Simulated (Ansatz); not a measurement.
The start is a relaxed TiSi2 cell shaken by Gaussian noise of σ = 0.08 Å a coordinate. The cell and all atomic positions are relaxed at zero pressure with PBEsol (plane waves to 420 eV, PAW, scalar-relativistic; Ansatz, a program for electronic structure). First-step values are on the input's coarse k-mesh.

Ansatz input (later rounds restart from its end on a renewed k-mesh):
Ansatz 0.2 input:
```yaml
crystal:
  lattice:
    - [5.1978638093, 0, 0]
    - [-2.5989319046, 4.5014821042, 0]
    - [0, 0, 6.4245971498]
  atoms:
    - { symbol: Si, position: [0.4828417957, 0.4950466203, 0.1727331438] }
    - { symbol: Si, position: [0.4762768913, -0.0300131619, 0.2067860071] }
    - { symbol: Si, position: [1.0056505818, 0.492382896, 0.1825771928] }
    - { symbol: Si, position: [1.0062734204, 0.4976660267, 0.8158210032] }
    - { symbol: Si, position: [0.4839134891, 0.4854107848, 0.8057586014] }
    - { symbol: Si, position: [0.4989924906, 0.0076461271, 0.8352487688] }
    - { symbol: Ti, position: [-0.0308967664, -0.0088422365, -0.0185770563] }
    - { symbol: Ti, position: [0.6977769496, 0.3566079492, 0.4762318602] }
    - { symbol: Ti, position: [0.3328242088, 0.665671891, 0.5023915683] }
basis: { ecutwfc: 420, ecutrho_ratio: 4, xc_grid: 2, fft_grid_basis: typed }
kpoints: { mp_grid: { grid: [5, 5, 4] } }
hamiltonian:
  xc: pbesol
  dispersion: none
  pseudopotentials: { kind: paw }
scf: { occupations: { method: fermi_dirac, width: 0.05 } }
relax: { f_tol: 0.01, max_steps: 100, cell: { stress_tol: 0.02 } }
output: { forces: true, stress: true }
```

```json
{
  "largest_initial_force": "about 2.7 eV/Å, on Ti8 (atoms numbered as listed)",
  "energy_released": "0.08 eV/atom",
  "band_gap_at_the_end": "zero (metallic)",
  "optimiser_moves": "9"
}
```

The end point of the relaxation:

Space group P6/mmm (No. 191); a = b = 5.198 Å, c = 6.425 Å, α = β = 90.00°, γ = 120.00°

| atom | site | symmetry | x | y | z |
|---|---|---|---|---|---|
| Si | 6i | 2mm | 0.5000 | 0.5000 | 0.3154 |
| Ti | 1b | 6/mmm | 0.0000 | 0.0000 | 0.5000 |
| Ti | 2c | -6m2 | 0.3333 | 0.6667 | 0.0000 |

Final values are on a 10×10×7 k-mesh of the relaxed cell. No spin polarisation in the result.

The relaxed structure here is a generated cell of TiSi2: the first start was made by placing the elements on the sites of a structure type, and the end was not matched to a known phase here, so it may be hypothetical. Known forms of TiSi2 include space group No. 63, 70.
